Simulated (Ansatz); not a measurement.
Computed properties of TiTeSe

TiTeSe:
```cif
data_SeTeTi
_chemical_formula_sum 'Ti1 Te1 Se1'
_space_group_name_H-M_alt 'P3m1'
_space_group_IT_number 156
_space_group_name_Hall 'P 3 -2"'
_cell_length_a 3.66279
_cell_length_b 3.66279
_cell_length_c 6.48935
_cell_angle_alpha 90.000
_cell_angle_beta 90.000
_cell_angle_gamma 120.000
loop_
_atom_site_label
_atom_site_type_symbol
_atom_site_symmetry_multiplicity
_atom_site_Wyckoff_symbol
_atom_site_fract_x
_atom_site_fract_y
_atom_site_fract_z
_atom_site_occupancy
Ti1 Ti 1 a 0.00000 0.00000 0.97845 1
Te1 Te 1 c 0.66667 0.33333 0.25805 1
Se1 Se 1 b 0.33333 0.66667 0.76351 1
```

Space group P3m1 (No. 156); conventional cell a = 3.6628 Å, b = 3.6628 Å, c = 6.4893 Å, α = 90.00°, β = 90.00°, γ = 120.00°.

Method: the program Ansatz at the r²SCAN+D4 level (PAW). Geometry: relaxed at this level of theory. Other levels are named where they apply.

### Cell and energy

| Quantity | Result |
|---|---|
| Volume per atom | 25.13 Å³ |
| Density | 5.60 g/cm³ |
| Formation energy from the elements (no fitted shifts) | -1079 meV/atom |

### Electronic structure

| Item | Result |
|---|---|
| Electronic character | metallic (no gap) |
| Density of states at the Fermi level | 0.34 states/eV per atom (mean over ±0.08 eV) |
| Gap with spin–orbit coupling | none (metallic) |

### Mechanics

| Item | Value |
|---|---|
| Bulk modulus (Birch–Murnaghan fit) | 23.9 GPa |
| Pressure derivative B′ | 10.9 |

### Phonons

| Property | Result |
|---|---|
| Highest zone-centre frequency | 305 cm⁻¹ |
| Zone-centre stability | no imaginary mode at Γ |

### Charges

| Property | Value |
|---|---|
| Bader charges | Ti +1.59, Te -0.66, Se -0.93 e |

The workflow started from a Materials Project entry (that database holds measured and hypothetical structures alike); the Crystallography Open Database copy checked does not list it. Whether it is the stable phase at ambient conditions was not checked. The r²SCAN+D4 relaxation kept the symmetry of its start. No spin polarisation was allowed. As this level gives no gap, phonon frequencies hold no LO–TO term and depend on the k-mesh and smearing (Fermi–Dirac, 0.1 eV here). The references are the lowest solids computed at this level, not always the standard phases. Scalar-relativistic: spin–orbit coupling is off unless named, which matters more the heavier the elements.

Potentials: the later of the program's two PAW sets.
